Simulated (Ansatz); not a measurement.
AgAu (L1₀ or tetragonal B2, P4/mmm) under volume change, r²SCAN (plane waves, PAW; program Ansatz), shape and atoms relaxed at each volume.

| V (Å³/atom) | E − E(relaxed) (meV/atom) | P (GPa) |
|---|---|---|
| 15.802 | 68.9 | 15.75 |
| 16.323 | 28.4 | 9.39 |
| 16.844 | 6.6 | 4.21 |
| 17.365 | 0.0 | 0.00 |
| 17.886 | 5.7 | -3.41 |
| 18.407 | 21.5 | -6.18 |
| 18.928 | 45.3 | -8.42 |

Question: What does a third-order Birch–Murnaghan fit give for V₀, B₀ and B′?

Answer: V₀ = 17.37 Å³/atom, B₀ = 126 GPa, B′ = 5.9.

The start of the workflow was typed in or built on a structure type; neither database checked (COD, Materials Project) lists it. Whether it is the stable phase at ambient conditions was not checked. The r²SCAN relaxation kept the symmetry of its start; its stability against distortions is not shown here. No spin polarisation was allowed. Scalar-relativistic: spin–orbit coupling is off unless named, which matters more the heavier the elements.

Potentials: the earlier of the program's two PAW sets.
